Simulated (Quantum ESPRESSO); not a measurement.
## Band energies of RbMo2AlO8

```
RbMo2AlO8
1.0
    5.65367     0.00000     0.00000
   -2.82684     4.89622     0.00000
    0.00000     0.00000     7.47600
O Al Rb Mo
8 1 1 2
Direct
  0.15769   0.84231   0.34947
  0.84231   0.15769   0.65053
  0.15769   0.31538   0.34947
  0.84231   0.68462   0.65053
  0.68462   0.84231   0.34947
  0.31538   0.15769   0.65053
  0.33333   0.66667   0.04090
  0.66667   0.33333   0.95910
  0.00000   0.00000   0.50000
  0.00000   0.00000   0.00000
  0.33333   0.66667   0.27500
  0.66667   0.33333   0.72500
```

norm-conserving PBEsol (Quantum ESPRESSO, 84 Ry, scalar-relativistic); path ΓMKΓALHA,LM,KH; energies in eV from the valence-band maximum.

| k (1/Å) | point | band 40 | band 41 | band 42 | band 43 | band 44 | band 45 | band 46 | band 47 |
|---|---|---|---|---|---|---|---|---|---|
| 0.00 | Γ | -0.42 | -0.42 | -0.31 | -0.31 | 0.00 | 3.68 | 3.68 | 4.11 |
| 0.21 |  | -0.57 | -0.51 | -0.28 | -0.22 | -0.09 | 3.69 | 3.75 | 4.06 |
| 0.43 |  | -0.76 | -0.64 | -0.36 | -0.35 | -0.11 | 3.72 | 3.90 | 3.99 |
| 0.64 | M | -0.70 | -0.65 | -0.62 | -0.49 | -0.08 | 3.73 | 3.98 | 3.98 |
| 0.64 | K | -0.87 | -0.87 | -0.38 | -0.33 | -0.33 | 3.84 | 3.97 | 3.97 |
| 0.83 |  | -0.84 | -0.60 | -0.55 | -0.26 | -0.24 | 3.83 | 3.86 | 4.04 |
| 1.01 |  | -0.75 | -0.60 | -0.31 | -0.21 | -0.20 | 3.75 | 3.81 | 4.03 |
| 1.20 |  | -0.54 | -0.50 | -0.26 | -0.24 | -0.07 | 3.69 | 3.73 | 4.07 |
| 1.38 | Γ | -0.42 | -0.42 | -0.31 | -0.31 | 0.00 | 3.68 | 3.68 | 4.11 |
| 1.80 | A | -0.80 | -0.48 | -0.18 | -0.18 | 0.00 | 3.78 | 3.78 | 4.05 |
| 1.96 |  | -0.75 | -0.58 | -0.22 | -0.18 | -0.05 | 3.76 | 3.82 | 4.01 |
| 2.12 |  | -0.69 | -0.64 | -0.34 | -0.28 | -0.14 | 3.74 | 3.92 | 3.93 |
| 2.28 |  | -0.67 | -0.56 | -0.48 | -0.47 | -0.19 | 3.75 | 3.86 | 4.03 |
| 2.44 | L | -0.71 | -0.64 | -0.57 | -0.46 | -0.22 | 3.79 | 3.80 | 4.07 |
| 2.63 |  | -0.80 | -0.61 | -0.58 | -0.43 | -0.26 | 3.84 | 3.86 | 4.03 |
| 2.81 | H | -0.81 | -0.81 | -0.54 | -0.35 | -0.35 | 3.94 | 3.94 | 3.97 |
| 2.96 |  | -0.75 | -0.72 | -0.54 | -0.37 | -0.30 | 3.85 | 3.91 | 4.02 |
| 3.26 |  | -0.70 | -0.66 | -0.35 | -0.20 | -0.16 | 3.75 | 3.88 | 3.97 |
| 3.41 |  | -0.75 | -0.56 | -0.22 | -0.18 | -0.05 | 3.77 | 3.82 | 4.01 |
| 3.56 | A | -0.80 | -0.48 | -0.18 | -0.18 | 0.00 | 3.78 | 3.78 | 4.05 |
| 3.56 | L | -0.71 | -0.64 | -0.57 | -0.46 | -0.22 | 3.79 | 3.80 | 4.07 |
| 3.70 |  | -0.70 | -0.64 | -0.55 | -0.51 | -0.17 | 3.75 | 3.86 | 4.04 |
| 3.84 |  | -0.69 | -0.65 | -0.59 | -0.51 | -0.11 | 3.73 | 3.94 | 4.00 |
| 3.98 | M | -0.70 | -0.65 | -0.62 | -0.49 | -0.08 | 3.73 | 3.98 | 3.98 |
| 3.98 | K | -0.87 | -0.87 | -0.38 | -0.33 | -0.33 | 3.84 | 3.97 | 3.97 |
| 4.40 | H | -0.81 | -0.81 | -0.54 | -0.35 | -0.35 | 3.94 | 3.94 | 3.97 |

The PBEsol gap is direct, 3.68 eV at Γ.

Spin-orbit splittings are left out.

Geometry of the Materials Project entry, not relaxed at this level.

The structure is a Materials Project entry; no match was found in the copy of COD used, and its stability was not checked.
